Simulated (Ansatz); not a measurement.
K:
```xyz
3
Lattice="2.2427 1.2948 11.0800 -2.2427 1.2948 11.0800 0.0000 -2.5897 11.0800" Properties=species:S:1:pos:R:3 pbc="T T T"
K      0.0000     0.0000     0.0000
K      0.0000     0.0000    25.8535
K      0.0000     0.0000     7.3865
```

Relaxed with LDA. Special points in fractions of this cell's reciprocal vectors: Γ (0.000, 0.000, 0.000); T (0.500, 0.500, 0.500); H2 (0.824, 0.176, 0.500); H0 (0.500, -0.176, 0.176); L (0.500, 0.000, 0.000); S0 (0.338, -0.338, 0.000); S2 (0.662, 0.000, 0.338); F (0.500, 0.000, 0.500).

Problem. List the band energies nearest the Fermi level at these points for LDA (plane waves, PAW; program Ansatz).

Solution. In eV from the Fermi level; about four levels below and three above (degenerate sets whole), none deeper than 8.9 eV; points with the same levels are listed once.

```
k               below                above
--  -----------------  -------------------
Γ   -2.38 -1.03 -1.03  1.99 2.00 4.06 4.06
T         -2.02 -2.02       0.22 0.61 3.40
H2                  –       0.91 0.96 1.01
L                   –       0.13 0.30 0.66
S0                  –       0.89 0.95 0.98
F                   –       0.25 0.34 0.48
```

Space group R-3m (9R (Sm type)). The workflow started from a Materials Project entry (that database holds measured and hypothetical structures alike); the Crystallography Open Database copy checked does not list it. It is not the phase usual at ambient conditions (space group No. 229). The cell was relaxed with LDA under the symmetry of its start; its stability against distortions is not shown here.

Potentials: the earlier of the program's two PAW sets. The files were generated under PBE; for other functionals the program regenerates the frozen cores, and for LDA and PBEsol the local potential too.
